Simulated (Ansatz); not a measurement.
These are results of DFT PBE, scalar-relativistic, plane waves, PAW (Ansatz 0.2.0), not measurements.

Structure of GeSbTe$_{3}$:

```xyz
5
Lattice="2.0775 1.1994 10.4006 -2.0775 1.1994 10.4006 0.0000 -2.3988 10.4006" Properties=species:S:1:pos:R:3 pbc="T T T"
Ge    0.0000    0.0000   18.7157
Sb    0.0000    0.0000   12.3383
Te    0.0000    0.0000   31.1746
Te    0.0000    0.0000   24.5691
Te    0.0000    0.0000    6.8074
```

Cutoff 420 eV; k points 12×12×12 on the computed 5-atom cell (Γ-centred); Gaussian smearing, width 0.10 eV; no spin polarisation.

Levels along Γ–T–H2 | H0–L–Γ–S0 | S2–F–Γ, in eV from the Fermi level, sorted by energy at each point. Points in fractions of the primitive reciprocal vectors: Γ (0.000 0.000 0.000), T (-0.500 -0.500 -0.500), H2 (-0.500 -0.176 -0.824), H0 (-0.176 0.176 -0.500), L (0.000 0.000 -0.500), S0 (0.000 0.338 -0.338), S2 (-0.338 0.000 -0.662), F (-0.500 0.000 -0.500).
```csv
point,"k (1/Å, with 2π)",band 35,band 36,band 37,band 38,band 39,band 40,band 41
Γ,0.000,-0.97,-0.97,-0.40,-0.40,0.72,1.39,1.45
-,0.043,-0.96,-0.96,-0.40,-0.40,0.70,1.40,1.46
-,0.086,-0.95,-0.95,-0.41,-0.41,0.66,1.43,1.49
-,0.130,-0.94,-0.80,-0.43,-0.43,0.59,1.46,1.53
-,0.173,-0.92,-0.62,-0.46,-0.46,0.51,1.50,1.57
-,0.216,-0.90,-0.48,-0.48,-0.47,0.42,1.53,1.61
-,0.259,-0.89,-0.50,-0.50,-0.36,0.35,1.55,1.65
T,0.302,-0.88,-0.51,-0.51,-0.32,0.32,1.55,1.66
-,0.442,-1.19,-0.73,-0.53,0.28,0.54,1.45,1.67
-,0.582,-1.44,-1.02,-0.78,0.05,0.30,1.82,2.12
-,0.723,-1.81,-1.32,-1.16,-0.19,-0.12,2.05,2.58
-,0.863,-2.39,-1.37,-1.18,-0.45,-0.36,2.15,2.40
-,1.003,-2.98,-1.59,-0.96,-0.61,-0.40,1.82,1.98
-,1.143,-3.33,-1.96,-1.18,-0.57,-0.22,1.62,1.75
H2,1.283,-2.88,-2.34,-1.54,-0.66,-0.30,1.74,2.13
H0,1.283,-2.88,-2.34,-1.54,-0.66,-0.30,1.74,2.13
-,1.359,-2.53,-2.52,-1.72,-0.74,-0.49,2.01,2.44
-,1.435,-2.63,-2.18,-1.87,-0.81,-0.73,2.32,2.70
-,1.511,-2.50,-2.02,-1.88,-1.04,-0.75,2.51,2.78
-,1.587,-2.27,-1.97,-1.77,-1.30,-0.57,2.36,2.62
-,1.663,-2.28,-1.93,-1.82,-1.24,-0.31,2.01,2.16
-,1.738,-2.31,-2.22,-1.90,-0.87,-0.11,1.54,1.95
L,1.814,-2.47,-2.31,-1.93,-0.67,-0.04,1.31,1.89
-,1.940,-2.33,-2.26,-1.70,-0.65,-0.05,1.37,1.92
-,2.065,-2.11,-1.92,-1.24,-0.59,-0.03,1.49,1.99
-,2.191,-1.86,-1.38,-0.84,-0.52,0.09,1.56,2.08
-,2.317,-1.54,-0.80,-0.67,-0.47,0.25,1.60,2.11
-,2.442,-1.18,-0.71,-0.46,-0.19,0.10,1.82,1.96
-,2.568,-0.94,-0.75,-0.48,-0.45,0.48,1.58,1.63
Γ,2.693,-0.97,-0.97,-0.40,-0.40,0.72,1.39,1.45
-,2.839,-1.02,-0.75,-0.51,-0.32,0.49,1.44,1.80
-,2.985,-1.50,-1.16,-0.42,0.22,0.32,1.46,1.83
-,3.131,-1.98,-1.63,-0.47,0.14,0.28,1.53,1.91
-,3.277,-2.47,-2.19,-0.83,-0.39,0.20,1.82,2.18
-,3.423,-2.69,-2.63,-1.39,-0.92,0.08,1.96,2.58
-,3.569,-2.49,-2.44,-1.83,-1.11,-0.11,1.88,2.83
S0,3.715,-2.66,-2.57,-1.47,-0.77,-0.27,1.68,2.50
S2,3.715,-2.66,-2.57,-1.47,-0.77,-0.27,1.68,2.50
-,3.785,-2.83,-2.65,-1.19,-0.53,-0.28,1.58,2.25
-,3.855,-2.94,-2.68,-1.02,-0.34,-0.17,1.50,1.92
-,3.925,-2.96,-2.59,-0.97,-0.27,-0.01,1.47,1.63
-,3.995,-2.88,-2.34,-1.00,-0.35,-0.05,1.44,1.60
-,4.065,-2.67,-1.98,-1.06,-0.55,-0.33,1.41,1.86
-,4.135,-2.29,-1.61,-1.19,-0.81,-0.65,1.38,1.95
F,4.205,-2.04,-1.39,-1.34,-0.99,-0.78,1.36,1.90
-,4.333,-2.00,-1.52,-1.34,-0.96,-0.84,1.75,1.94
-,4.461,-1.87,-1.87,-1.22,-0.86,-0.73,2.02,2.42
-,4.589,-1.71,-1.67,-0.96,-0.73,-0.44,2.09,2.35
-,4.717,-1.41,-1.30,-0.58,-0.48,0.01,1.99,2.18
-,4.845,-1.14,-1.06,-0.48,0.05,0.22,1.78,1.89
-,4.973,-0.96,-0.86,-0.43,-0.35,0.53,1.53,1.59
Γ,5.101,-0.97,-0.97,-0.40,-0.40,0.72,1.39,1.45
```

Spin-orbit coupling is left out, which matters for the bands of heavy elements. The cell holds layers, and where no dispersion correction was added their binding is poorly described.